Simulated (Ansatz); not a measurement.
The end point of a relaxation of HfO$_{2}$. Space group P4₂/nmc (No. 137). Calculation: PBEsol (plane waves to 420 eV, PAW, scalar-relativistic; Ansatz, a program for electronic structure).

```cif
data_Hf2O4
_chemical_formula_sum 'Hf2 O4'
_space_group_name_H-M_alt 'P 1'
_space_group_IT_number 1
_cell_length_a 3.56753
_cell_length_b 3.56753
_cell_length_c 5.16669
_cell_angle_alpha 90.000
_cell_angle_beta 90.000
_cell_angle_gamma 90.000
loop_
_space_group_symop_operation_xyz
  'x, y, z'
loop_
_atom_site_label
_atom_site_type_symbol
_atom_site_fract_x
_atom_site_fract_y
_atom_site_fract_z
_atom_site_occupancy
Hf1 Hf 0.00000 0.00000 0.00000 1
Hf2 Hf 0.50000 0.50000 0.50000 1
O1 O 0.00000 0.50000 0.20010 1
O2 O 0.00000 0.50000 0.70010 1
O3 O 0.50000 0.00000 0.29990 1
O4 O 0.50000 0.00000 0.79990 1
```

```json
{
  "volume_per_atom": "10.96 Å³",
  "band_gap": "4.57 eV, indirect (valence top at A, conduction bottom at Γ) (no spin-orbit coupling)",
  "smallest_direct_gap": "4.65 eV at Γ",
  "shortest_distances": "Hf–O 2.06 Å; O–O 2.57 Å; Hf–Hf 3.57 Å",
  "k-mesh": "9×9×7"
}
```

Band energies at high-symmetry points (eV from the VBM; labels of this space group; no spin-orbit coupling), from −5 eV up to 7.1 eV:

```json
[
 {"point": "Γ", "energies": "-4.84 -4.65 -4.65 -2.70 -2.70 -1.31 -1.31 -0.60 -0.12 -0.08 -0.08 4.57 4.62 5.78 6.11 6.29"},
 {"point": "X", "energies": "-4.52 -4.52 -3.19 -3.19 -3.11 -3.11 -2.22 -2.22 -1.44 -1.44 -0.16 -0.16 5.02 5.02 6.05 6.05"},
 {"point": "M", "energies": "-2.93 -2.93 -2.87 -2.87 -1.10 -1.10 -0.84 -0.84 -0.44 -0.44 5.55 5.55 6.06 6.06"},
 {"point": "Z", "energies": "-4.10 -4.10 -3.82 -3.82 -3.42 -3.42 -2.73 -2.73 -0.63 -0.63 -0.01 -0.01 5.29 5.29 5.55 5.55"},
 {"point": "R", "energies": "-4.00 -4.00 -3.67 -3.67 -2.81 -2.81 -1.95 -1.95 -1.39 -1.39 -0.99 -0.99 5.18 5.18 5.51 5.51"},
 {"point": "A", "energies": "-4.58 -4.58 -4.55 -4.55 -1.95 -1.95 -1.95 -1.95 -1.40 -1.40 0.00 0.00 5.88 5.88 6.13 6.13"}
]
```

No spin polarisation in the result.

The run could not lose the symmetry of its start.
